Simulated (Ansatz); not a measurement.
Ansatz input file:

```yaml
crystal:
  lattice:
    - [6.3120115522, 0.0, 0.0]
    - [-3.1560057761, 5.4663623532, 0.0]
    - [0.0, 0.0, 5.07970298]
  atoms:
    - { symbol: Sc, position: [0.82880302, 0.17119698, 0.75] }
    - { symbol: Sc, position: [0.34239396, 0.17119698, 0.75] }
    - { symbol: Sc, position: [0.82880302, 0.65760604, 0.75] }
    - { symbol: Sc, position: [0.17119698, 0.82880302, 0.25] }
    - { symbol: Sc, position: [0.65760604, 0.82880302, 0.25] }
    - { symbol: Sc, position: [0.17119698, 0.34239396, 0.25] }
    - { symbol: Al, position: [0.66666667, 0.33333333, 0.25] }
    - { symbol: Al, position: [0.33333333, 0.66666667, 0.75] }
basis:
  ecutwfc: 420
kpoints:
  mp_grid: { grid: [6, 6, 8] }
hamiltonian:
  xc: pbesol
scf:
  occupations: { method: gaussian, width: 0.1 }
output:
  forces: true
  stress: true
  eigenvalues: true
  write_density: true
  write_potential: true
  elf: true
  volumetric_format: npy
relax:
  adjacent_minimum: "off"
  f_tol: 0.01
  max_steps: 40
```

Run as
```bash
ansatz run input.yaml --threads 2 --pin off --max-ram 5120MiB --backend cpu --events-out ev --progress --plain --runs-dir out
```

Level of theory: DFT PBEsol, scalar-relativistic, plane waves, PAW (Ansatz).

Part of what the program printed, abridged (iterations and final results):

```
SCF iter   1: F=—  HF=-13719.496769 eV  |F-HF|=—  |Δ(HF+E_count)|=         —  Δρ=5.09e-3  dr2=5.50e-2  ethr=1.77e-3  ⟨swp⟩=6.0  Hψ=6463  notcnv=0
SCF iter   2: F=—  HF=-13719.485340 eV  |F-HF|=—  |Δ(HF+E_count)|=   1.14e-2  Δρ=2.49e-3  dr2=1.53e-2  ethr=7.64e-5  ⟨swp⟩=2.3  Hψ=2103  notcnv=0
SCF iter   3: F=—  HF=-13719.481935 eV  |F-HF|=—  |Δ(HF+E_count)|=   3.41e-3  Δρ=5.66e-4  dr2=1.16e-3  ethr=2.13e-5  ⟨swp⟩=2.1  Hψ=1911  notcnv=0
SCF iter   4: F=—  HF=-13719.481578 eV  |F-HF|=—  |Δ(HF+E_count)|=   3.57e-4  Δρ=1.02e-4  dr2=2.47e-5  ethr=1.61e-6  ⟨swp⟩=2.0  Hψ=1862  notcnv=0
SCF iter   5: F=-13719.481572 eV  HF=-13719.481573 eV  |F-HF|=9.77e-7  |Δ(HF+E_count)|=   4.92e-6  Δρ=2.73e-5  dr2=1.87e-6  ethr=3.44e-8  ⟨swp⟩=3.0  Hψ=2974  notcnv=0
SCF iter   6: F=-13719.481572 eV  HF=-13719.481572 eV  |F-HF|=4.52e-8  |Δ(HF+E_count)|=   4.22e-7  Δρ=7.09e-6  dr2=1.04e-7  ethr=2.59e-9  ⟨swp⟩=10.1  Hψ=9861  notcnv=0
SCF 1 converged in 6 iterations: F = -13719.481572 eV  dr2 = 1.04e-7
relax step   1: F+E_penalty+E_count = -13719.48157214 eV  Δ(F+E_penalty+E_count) = +0.000e0 eV  max|allowed force component| = 4.032e-2 eV/Å  Δτ_max = 0.0000 Å  (6 SCF iters, dr2 threshold 2.50e-6 eV, accepted)
Initial density: handed on by an earlier stage of this run
Initial wavefunctions: those handed on with the density
SCF iter   1: F=—  HF=-13719.483296 eV  |F-HF|=—  |Δ(HF+E_count)|=         —  Δρ=9.33e-4  dr2=6.20e-3  ethr=8.36e-6  ⟨swp⟩=1.0  Hψ=3923  notcnv=0  defer=17
SCF iter   2: F=—  HF=-13719.482416 eV  |F-HF|=—  |Δ(HF+E_count)|=   8.79e-4  Δρ=5.25e-4  dr2=2.38e-3  ethr=8.36e-6  ⟨swp⟩=1.0  Hψ=1513  notcnv=0  defer=17
SCF iter   3: F=—  HF=-13719.481911 eV  |F-HF|=—  |Δ(HF+E_count)|=   5.06e-4  Δρ=8.29e-5  dr2=2.67e-5  ethr=3.31e-6  ⟨swp⟩=2.0  Hψ=1879  notcnv=0  defer=17
SCF iter   4: F=—  HF=-13719.481775 eV  |F-HF|=—  |Δ(HF+E_count)|=   1.36e-4  Δρ=2.31e-5  dr2=2.52e-6  ethr=3.71e-8  ⟨swp⟩=2.0  Hψ=1967  notcnv=0  defer=17
SCF iter   5: F=-13719.481774 eV  HF=-13719.481774 eV  |F-HF|=2.02e-8  |Δ(HF+E_count)|=   6.08e-7  Δρ=4.59e-6  dr2=4.88e-8  ethr=3.50e-9  ⟨swp⟩=2.0  Hψ=1899  notcnv=0  defer=17
SCF iter   6: F=-13719.481774 eV  HF=-13719.481774 eV  |F-HF|=9.71e-10  |Δ(HF+E_count)|=   7.01e-9  Δρ=1.17e-6  dr2=2.84e-9  ethr=6.78e-11  ⟨swp⟩=8.5  Hψ=8527  notcnv=0
SCF 2 converged in 6 iterations: F = -13719.481774 eV  dr2 = 2.84e-9
relax step   2: F+E_penalty+E_count = -13719.48177411 eV  Δ(F+E_penalty+E_count) = -2.020e-4 eV  max|allowed force component| = 3.208e-2 eV/Å  Δτ_max = 0.0081 Å  (6 SCF iters, dr2 threshold 1.02e-7 eV, accepted)
SCF iter   1: F=—  HF=-13719.482520 eV  |F-HF|=—  |Δ(HF+E_count)|=         —  Δρ=4.14e-4  dr2=1.21e-3  ethr=1.68e-5  ⟨swp⟩=2.0  Hψ=2465  notcnv=0
SCF iter   2: F=—  HF=-13719.482347 eV  |F-HF|=—  |Δ(HF+E_count)|=   1.73e-4  Δρ=2.31e-4  dr2=4.61e-4  ethr=1.68e-6  ⟨swp⟩=1.0  Hψ=1820  notcnv=0
SCF iter   3: F=—  HF=-13719.482254 eV  |F-HF|=—  |Δ(HF+E_count)|=   9.33e-5  Δρ=3.62e-5  dr2=5.39e-6  ethr=6.41e-7  ⟨swp⟩=2.0  Hψ=1876  notcnv=0
SCF iter   4: F=—  HF=-13719.482119 eV  |F-HF|=—  |Δ(HF+E_count)|=   1.35e-4  Δρ=1.06e-5  dr2=5.17e-7  ethr=7.48e-9  ⟨swp⟩=2.0  Hψ=1941  notcnv=0
SCF iter   5: F=-13719.482119 eV  HF=-13719.482119 eV  |F-HF|=3.74e-9  |Δ(HF+E_count)|=   1.25e-7  Δρ=2.02e-6  dr2=9.21e-9  ethr=7.19e-10  ⟨swp⟩=2.0  Hψ=1913  notcnv=0
SCF iter   6: F=-13719.482119 eV  HF=-13719.482119 eV  |F-HF|=1.60e-10  |Δ(HF+E_count)|=   1.21e-9  Δρ=5.26e-7  dr2=5.36e-10  ethr=1.28e-11  ⟨swp⟩=7.5  Hψ=8078  notcnv=0
SCF 3 converged in 6 iterations: F = -13719.482119 eV  dr2 = 5.36e-10
relax step   3: F+E_penalty+E_count = -13719.48211901 eV  Δ(F+E_penalty+E_count) = -3.449e-4 eV  max|allowed force component| = 4.450e-5 eV/Å  Δτ_max = 0.0036 Å  (6 SCF iters, accepted)
SCF converged after 6 iterations
Free energy (F): -13719.482119 eV
Harris-Foulkes:  -13719.482119 eV  (|F-HF|=1.60e-10)
Internal energy: -13719.416679 eV  (E = F + TS)
E sigma→0 (E₀):  -13719.449399 eV
Entropy (-TS):   -0.065440 eV (-8.180 meV/atom)
Fermi energy:    9.208198 eV
--- Per-component energies (eV) ---
  E_band       = -982.041013
  E_kinetic    = 1607.730932
  E_local      = -5366.389072  (includes V_loc(G=0)·N_el)
  E_nonlocal   = 526.817344
  E_hartree    = 1890.550219
  E_xc         = -697.300693
  E_vxc        = -827.621173  (∫ρ·V_xc dr)
  E_paw        = -6502.214716  (= ΣΔE_a)
  E_vpaw       = -703.679644  (= ΣTr[D̂ρ^β])
  E_aug_tail   = 0.000058  (compensation charges beyond the density's cutoff)
  E_ewald      = -5179.423179
  E_core_change = 0.812428  (= ΣΔE_core)
  E_smearing   = -0.065440  (= −TS)
--- Forces (eV/Å), atoms counted from 1 ---
  atom   1  Sc     0.00003854    -0.00002225     0.00000000
  atom   2  Sc    -0.00003854    -0.00002225     0.00000000
  atom   3  Sc     0.00000000     0.00004450     0.00000000
  atom   4  Sc    -0.00003854     0.00002225     0.00000000
  atom   5  Sc     0.00003854     0.00002225     0.00000000
  atom   6  Sc     0.00000000    -0.00004450     0.00000000
  atom   7  Al     0.00000000     0.00000000     0.00000000
  atom   8  Al     0.00000000     0.00000000     0.00000000
--- Stress (GPa, compression-positive) ---
       -2.586280       0.000000       0.000000
        0.000000      -2.586280       0.000000
        0.000000       0.000000      -3.218676
  P = ⅓ Tr σ = -2.7971 GPa (-27.971 kbar)
--- Band table (eV; the first three rows and the last of 35) ---
  k-point 0: bands = ["-40.0481", "-39.9868", "-39.9834", "-39.9834", "-39.9539", "-39.9539", "-19.0111", "-18.9483", "-18.9176", "-18.8326", "-18.8326", "-18.8068", "-18.8068", "-18.8026", "-18.8026", "-18.6778", "-18.6330", "-18.6330", "-18.5895", "-18.5613", "-18.5613", "-18.5484", "-18.5484", "-18.5470", "2.4274", "4.7065", "7.4431", "7.4431", "7.4535", "7.4690", "7.4757", "7.4757", "7.8151", "8.7259", "8.7259", "8.9684", "8.9719", "8.9843", "8.9843", "9.3541", "10.4171", "10.4171", "10.5748", "10.5748"]
  k-point 1: bands = ["-40.0458", "-39.9891", "-39.9823", "-39.9823", "-39.9550", "-39.9550", "-19.0095", "-18.9580", "-18.8982", "-18.8631", "-18.8631", "-18.8186", "-18.8186", "-18.7638", "-18.7638", "-18.6729", "-18.6296", "-18.6296", "-18.6016", "-18.5614", "-18.5614", "-18.5521", "-18.5479", "-18.5479", "2.5225", "4.6645", "7.2847", "7.2999", "7.5047", "7.5047", "7.5303", "7.5303", "7.8087", "8.7698", "8.7698", "8.8944", "8.8944", "9.1126", "9.1272", "9.3719", "10.4274", "10.4274", "10.5212", "10.5212"]
  k-point 2: bands = ["-40.0392", "-39.9958", "-39.9791", "-39.9791", "-39.9582", "-39.9582", "-19.0051", "-18.9705", "-18.8914", "-18.8914", "-18.8580", "-18.8462", "-18.8462", "-18.7127", "-18.7127", "-18.6589", "-18.6358", "-18.6243", "-18.6243", "-18.5664", "-18.5616", "-18.5616", "-18.5479", "-18.5479", "2.7979", "4.5145", "6.8414", "6.9445", "7.5931", "7.5931", "7.7699", "7.7699", "8.0535", "8.6825", "8.6825", "8.8781", "8.8781", "9.3096", "9.3680", "9.4443", "10.3778", "10.3778", "10.3877", "10.3877"]
  k-point 34: bands = ["-40.0015", "-40.0015", "-39.9848", "-39.9848", "-39.9687", "-39.9687", "-18.8803", "-18.8803", "-18.8770", "-18.8770", "-18.8345", "-18.8345", "-18.7708", "-18.7708", "-18.7242", "-18.7242", "-18.6714", "-18.6714", "-18.6275", "-18.6275", "-18.5775", "-18.5775", "-18.5771", "-18.5771", "4.3694", "4.3694", "5.9796", "5.9796", "6.6409", "6.6409", "8.2930", "8.2930", "8.4820", "8.4820", "9.3145", "9.3145", "9.4989", "9.4989", "9.6969", "9.6969", "10.3313", "10.3313", "10.5081", "10.5081"]
--- Relaxed structure (3 steps of the walk, 3 accepted, 0 SCFs on fresh bases) ---
  F+E_penalty+E_count = -13719.48211901 eV   max|allowed force component| = 4.450e-5 eV/Å
  atoms:
    - { symbol: Sc, position: [0.82838849, 0.17161150, 0.75] }
    - { symbol: Sc, position: [0.34322300, 0.17161150, 0.75] }
    - { symbol: Sc, position: [0.82838849, 0.65677699, 0.75] }
    - { symbol: Sc, position: [0.17161150, 0.82838849, 0.25] }
    - { symbol: Sc, position: [0.65677699, 0.82838849, 0.25] }
    - { symbol: Sc, position: [0.17161150, 0.34322300, 0.25] }
    - { symbol: Al, position: [0.66666666, 0.33333333, 0.25] }
    - { symbol: Al, position: [0.33333333, 0.66666666, 0.75] }
```

The relaxation met its thresholds.

Time: 21 s on 2 threads of Arm Neoverse V2, with other jobs on the host, peak memory 0.57 GiB.